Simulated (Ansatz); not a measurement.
An Ansatz (a first-principles code) run. Input:

Ansatz 0.2 input:
```yaml
crystal:
  lattice:
    - [0.0, 3.0275002005, 3.0275002005]
    - [3.0275002005, 0.0, 3.0275002005]
    - [3.0275002005, 3.0275002005, 0.0]
  atoms:
    - { symbol: Ta, position: [0.0, 0.0, 0.0] }
    - { symbol: Ta, position: [0.25, 0.25, 0.25] }
kpoints:
  mp_grid: { grid: [12, 12, 12] }
hamiltonian:
  xc: r2scan
  pseudopotentials: { kind: paw }
scf:
  occupations: { method: gaussian, width: 0.1 }
checkpoint: { read: metal.run }
output: { write_density: true, elf: true, volumetric_format: npy }
```

Output (shortened):

```
Pseudopotential: Ta, paw, valence charge 13
Functional definition: r2SCAN
Crystal: 2 atoms, lattice volume = 55.499 Å³
Basis set: ecut = 500 eV, 1411 PW (Γ), exchange–correlation on 128×128×128 points (64 copies of the dense FFT grid, shifted against one another)
Bands: 21, of which v1, the nominal top of the filled ones, is band 13 counted from 1 (12 counted from 0)
Symmetry: 48 space group operations
Space group: Fd-3m (ITA 227), of the structure as read, at distance tolerance 3.8e-5 Å
k-points: 72 of 1728
Stability of the state it starts from, as read at its close in the unpolarized treatment …
iter 1 solved again at ethr=2.01e-9 eV; its pass at ethr=3.10e-3 eV (dr2=5.22e-7 eV) is discarded
SCF iter   1: F=—  HF=-19882.387694 eV  |F-HF|=—  |Δ(HF+E_count)|=         —  Δρ=5.17e-7  dr2=6.20e-11  dr2_τ=5.42e-12  ethr=2.01e-9  ⟨swp⟩=3.9  Hψ=12008  notcnv=0
preconditioner: auto → Kerker (q_TF=auto, 2.404 Å⁻¹)
SCF iter   2: F=-19882.387694 eV  HF=-19882.387694 eV  |F-HF|=2.91e-11  |Δ(HF+E_count)|=   1.55e-8  Δρ=3.68e-7  dr2=3.36e-11  dr2_τ=1.06e-12  ethr=1.00e-12  ⟨swp⟩=5.3  Hψ=4806  notcnv=0
SCF 1 converged in 2 iterations: F = -19882.387694 eV  dr2 = 3.36e-11
SCF converged after 2 iterations
Free energy (F): -19882.387694 eV
Harris-Foulkes:  -19882.387694 eV  (|F-HF|=2.91e-11)
Internal energy: -19882.371210 eV  (E = F + TS)
E sigma→0 (E₀):  -19882.379452 eV
Entropy (-TS):   -0.016484 eV (-8.242 meV/atom)
Fermi energy:    10.578322 eV
--- Per-component energies (eV) ---
  E_band       = -431.379643
  E_kinetic    = 729.390541
  E_local      = -1921.517038  (includes V_loc(G=0)·N_el)
  E_nonlocal   = 35.785254
  E_hartree    = 689.839545
  E_xc         = -403.455496
  E_vxc        = -437.622192  (∫ρ·V_xc dr)
  E_paw        = -16845.915972  (= ΣΔE_a)
  E_vpaw       = -240.092294  (= ΣTr[D̂ρ^β])
  E_aug_tail   = 0.000167  (compensation charges beyond the density's cutoff)
  E_vtau       = 22.996870  (kinetic-family band-sum trace: ∫τ·v_τ [+ j·A + Jᵃ·Aᵃ] dr)
  E_ewald      = -2164.985649
  E_core_change = -1.512561  (= ΣΔE_core)
  E_smearing   = -0.016484  (= −TS)
  E_closure    = 0.000000  (closes the sum)
  Σ components = -19882.387694   (vs F -19882.387694, Δ=0.00e0)
  [band-id]    e_kinetic+e_local+e_nonlocal+2·e_hartree+e_vxc+e_vpaw+e_augmentation_tail+e_vtau = -431.379603   (vs E_band -431.379643, Δ=3.99e-5)
--- Band table (eV; the first three rows and the last of 72) ---
  k-point 0: bands = ["-58.3589", "-58.0445", "-24.6332", "-24.6332", "-24.6332", "-23.7267", "-23.7267", "-23.7267", "4.7346", "9.6199", "9.6199", "10.2411", "10.2411", "10.2411", "12.7706", "12.7706", "12.7706", "16.9377", "16.9377", "21.3583", "21.4479"]
  k-point 1: bands = ["-58.3549", "-58.0486", "-24.6406", "-24.6406", "-24.6321", "-23.7287", "-23.7188", "-23.7188", "4.8532", "9.5287", "9.5287", "10.2211", "10.3916", "10.3916", "12.5391", "12.7536", "12.7536", "16.9074", "16.9074", "21.0779", "21.6755"]
  k-point 2: bands = ["-58.3436", "-58.0603", "-24.6601", "-24.6601", "-24.6293", "-23.7340", "-23.6980", "-23.6980", "5.1979", "9.4102", "9.4102", "10.1748", "10.6388", "10.6388", "11.9534", "12.7562", "12.7562", "16.8087", "16.8087", "20.7460", "21.0747"]
  k-point 71: bands = ["-58.2032", "-58.2032", "-24.8359", "-24.8359", "-24.1870", "-24.1870", "-23.5161", "-23.5161", "8.5313", "8.5313", "9.3731", "9.3731", "11.3600", "11.3600", "11.4947", "11.4947", "15.5404", "15.5404", "15.8489", "15.8489", "16.7203"]
```

Cost: around 7 core-seconds (rough) on shared cores.

The start of the workflow was typed in or built on a structure type; neither database checked (COD, Materials Project) lists it. It is not the phase usual at ambient conditions (space group No. 229). The r²SCAN relaxation kept the symmetry of its start; whether a distortion lowers the energy is not shown. The run is not spin-polarised. Scalar-relativistic: spin–orbit coupling is off unless named, which matters more the heavier the elements.

Potentials: the later of the program's two PAW sets.

Ansatz is a plane-wave DFT program.
